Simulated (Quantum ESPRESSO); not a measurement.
# Moving one atom in Hf3ZrC3

These are calculations, not measurements. They come from pw.x of Quantum ESPRESSO 7.5, a plane-wave density functional program, with PseudoDojo standard norm-conserving files (v0.5 for PBE, v0.4.1 for LDA and PBEsol). The cells are made up: elements, strain and atom displacements were drawn at random, and nothing was relaxed. There is no spin polarisation, spin-orbit coupling or dispersion term.

The hafnium file is less sure than the others, with forces about 3 percent (worst 6) and pressure in oxides about 1.5 GPa (worst 2.7) from a second method in checks, which no rerun with the same files tests.

The cell has 8 sites of a rocksalt lattice. Sites 1 to 4 hold Hf Hf Zr Hf; sites 5 to 8 hold C C C empty. Cell vectors in Å: (4.655, 0.038, 0.010); (0.038, 4.670, 0.018); (0.010, 0.018, 4.580). Settings: PBE, cutoff 1116 eV, 7 x 7 x 7 k mesh shifted by half a step, Fermi-Dirac smearing of 0.1 eV.

Each run shifts the Hf atom on site 1 along z and leaves all else fixed. Site 7 is one of its nearest neighbours. E is the free energy of the cell above the lowest run shown.

| run | shift (Å) | Fz on site 1 (eV/Å) | Fz on site 7 (eV/Å) | P (GPa) | E (meV) |
| --- | --- | --- | --- | --- | --- |
| 1 | -0.0834 | -0.874 | -0.242 | 6.72 | 0.0 |
| 2 | -0.0743 | -1.017 | -0.192 | 6.75 | 8.6 |
| 3 | -0.0529 | -1.353 | -0.074 | 6.85 | 34.0 |
| 4 | -0.0374 | -1.598 | 0.013 | 6.95 | 56.8 |
| 5 | 0.0155 | -2.454 | 0.337 | 7.43 | 163.8 |
| 7 | 0.0782 | -3.553 | 0.812 | 8.30 | 351.5 |
| 6 | 0.0470 | ? | ? | ? | ? |

A rerun of one of these cells at 1467 eV and k mesh 9 x 9 x 9 moved values by no more than 0.007 eV in the cell's energy, 0.04 GPa in stress and 0.009 eV/Å in force.

## Worked fit

A parabola through the six runs shown gives Fz on site 1 = -2.202 - 16.58 u - 8.6 u² eV/Å, with u in Å and a scatter of 0.007 eV/Å. Minus the slope, 16.58 ± 0.25 eV/Å², is this atom's force constant along z at u = 0, with its periodic images moving too. The fitted force does not vanish within the range. The error is the larger of the fit's own and the change that a cubic makes, rounded up.

## Withheld run

Question: what Fz on site 1 should run 6 give?

The fit gives -3.000 eV/Å. The calculation gave -2.991 eV/Å.

| run | shift (Å) | Fz on site 1 (eV/Å) | Fz on site 7 (eV/Å) | P (GPa) | E (meV) |
| --- | --- | --- | --- | --- | --- |
| 6 | 0.0470 | -2.991 | 0.560 | 7.82 | 249.5 |